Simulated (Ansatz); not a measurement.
Relaxed AlN (zinc blende):

```xyz
4
Lattice="0.0000 4.4032 4.4032 2.2016 2.2016 4.4032 2.2016 2.2016 0.0000" Properties=species:S:1:pos:R:3 pbc="T T T"
N      3.3024     7.7056     7.7056
N      3.3024     5.5040     5.5040
Al     0.0000     0.0000     0.0000
Al     2.2016     4.4032     6.6048
```

A phonon eigenvector at X = (0.5, 0.5, 0.0) is frozen into this cell: atom i moves by Q times the vector below, so Q is the largest atomic displacement, in Å. The cell is held. (q is in reciprocal vectors of the primitive cell; the cell shown is doubled to hold the pattern.)

```csv
atom,x,y,z
N1,0.000,0.000,1.000
N2,0.000,0.000,-1.000
```

Atoms not listed stay in place.

Level of theory: PBE (plane waves to 420 eV, PAW, scalar-relativistic; Ansatz, an electronic-structure program). k mesh 13×13×13 (Γ-centred), Fermi-Dirac smearing 0.05 eV. The energy includes the smearing's −TS. AlN was relaxed with its symmetry unable to fall. The zero of ΔE is the undisplaced structure.

| Q (Å) | ΔE (meV/cell) |
|---|---|
| -0.180 | 797 |
| -0.150 | withheld |
| -0.120 | 356 |
| -0.090 | 201 |
| -0.060 | 89 |
| -0.030 | 22 |
| 0.000 | 0 |
| 0.030 | 22 |
| 0.060 | 89 |
| 0.090 | 201 |
| 0.120 | 356 |
| 0.150 | withheld |
| 0.180 | 797 |

Fit an even polynomial form (powers 2, 4) to the given rows and predict ΔE at Q = -0.150.

Least squares on the 11 given rows: ΔE = (24830)·Q² + (-7215)·Q⁴, in meV/cell with Q in Å; root-mean-square residual 0.2 meV/cell. At -0.150 the fit gives 555 meV/cell; the calculation gives 555 meV/cell, the same to the digits shown. The quadratic term alone would give 559 meV/cell.

(For displaced atoms, the force is minus the slope of the energy, and its curvature is a force constant, which sets phonon frequencies.)
